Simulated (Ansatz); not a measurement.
Mo5Si3: a fit and a missing row

Mo5Si3, I4/mcm, a = 9.604 Å, c = 4.871 Å. The structure is a COD entry; whether it is the stable form wasn't checked. Ansatz: PBEsol, PAW, 420 eV, Γ-centred 8×8×8 mesh on 16 atoms, Gaussian smearing 0.10 eV; no spin polarisation. Shape and atoms are relaxed at each volume; pressure is positive in compression.

```tsv
V (Å³/atom)	P (GPa)
12.355	43.12
12.777	29.63
13.198	18.14
13.619	8.34
14.040	0.00
14.461	-7.11
14.883	-13.15
15.444	?
```

Q: Take V0 = 14.040 Å³/atom, fit the third-order Birch–Murnaghan form to the other rows, and predict the missing pressure.

A: With the Eulerian strain f = ½[(V0/V)^(2/3) − 1] and y = P/[3f(1 + 2f)^(5/2)], the form is the line y = B0 + 1.5 B0 (B0′ − 4) f. Rows (f, y): 0.04449, 261.1; 0.03243, 260.3; 0.02105, 259.1; 0.01025, 257.8; -0.00975, 255.3; -0.01906, 253.4. Means f = 0.01324, y = 257.83; Σ(Δf)² = 0.002987, ΣΔfΔy = 0.3608; the slope is their ratio. y = 256.2 + 120.8 f GPa, so B0 = 256.2 GPa and B0′ = 4 + 2 × (120.8)/(3 × 256.2) = 4.31. At V = 15.444, f = -0.03078, y = 252.48 and P = -19.89 GPa. The run gave -19.81 GPa, so the fit is 0.08 GPa too low, a small miss on the scale of the series. The form still works here, 22 % of the fitted range beyond its end.

Cost: 8 runs of about 71 core-minutes in all, on Intel Xeon Platinum 8259CL (Skylake/Cascade Lake) (shared hosts).